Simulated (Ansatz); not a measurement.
LaZn, DFT, LDA, all-electron LAPW, scalar-relativistic (Ansatz 0.2.0), run on 1 thread of Arm Neoverse V1 on a shared host.

The geometry is COD entry 9008827, unchecked; take it as a test cell. The listed cell was then made from it by scaling, straining or moving an atom.

Command: `ansatz run input.yaml --threads 1 --pin off --max-ram 3072MiB --backend cpu --events-out ev --progress --plain --runs-dir out`

```yaml
crystal:
  lattice:
    - [3.6993181115, 0.0, 0.0]
    - [0.0, 3.6993181115, 0.0]
    - [0.0, 0.0, 3.6993181115]
  atoms:
    - { symbol: La, position: [0.5, 0.5, 0.5] }
    - { symbol: Zn, position: [0.0, 0.0, 0.0] }
kpoints:
  mp_grid: { grid: [9, 9, 9] }
  band_path:
    path:
      - [0.0, 0.0, 0.0]
      - [0.0, 0.5, 0.0]
      - [0.5, 0.5, 0.0]
      - [0.0, 0.0, 0.0]
      - [0.5, 0.5, 0.5]
      - [0.0, 0.5, 0.0]
      - [0.5, 0.5, 0.5]
      - [0.5, 0.5, 0.0]
    npoints: 5
scf:
  occupations: { method: fermi_dirac, width: 0.05 }
hamiltonian:
  xc: lda
  pseudopotentials: { kind: all_electron, lapw: { basis_error: 0.001 } }
output:
  forces: true
  stress: true
  eigenvalues: true
```

How large is the problem that the program sets up?

35 irreducible k-points, 251 plane waves at Γ, 30 bands.

Estimate the wall time and the peak memory.

12 s of wall time for 10 SCF iterations, with a peak of 0.29 GiB. Times on shared machines scatter by tens of per cent.
